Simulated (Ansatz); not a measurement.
# Mg (P6_3/mmc), two-dimensional strain map

Level of theory: DFT LDA, scalar-relativistic, plane waves, PAW in Ansatz. Cutoff 420 eV, Γ-centred 18×18×10 k-points, Gaussian smearing of 0.15 eV. No spin polarisation. Energies are free energies at this smearing, counted from the undisturbed cell; pressure is positive in compression.

Zero of the scan (as given, not relaxed at this level; it stands at -2.5 GPa):

```
CELL_PARAMETERS angstrom
3.20927 0.00000 0.00000
-1.60464 2.77931 0.00000
0.00000 0.00000 5.21033
ATOMIC_POSITIONS crystal
Mg 0.33333 0.66667 0.25000
Mg 0.66667 0.33333 0.75000
```

The cell is strained by p along both x and y and by q along z, fractional coordinates fixed. Points are written (p, q).

Energy above the undisturbed cell in meV/atom (a dash: not computed):

```
 p \ q  -0.080  -0.040  0.000  0.040  0.080
-0.080    82.2       ?   34.8   37.5   49.5
 0.000     2.4       –    0.0      –      ?
 0.080    76.4       –  109.5      –  185.0
```

Fill in the withheld energies.

(-0.080, -0.040): 47.4; (0.000, 0.080): 49.2.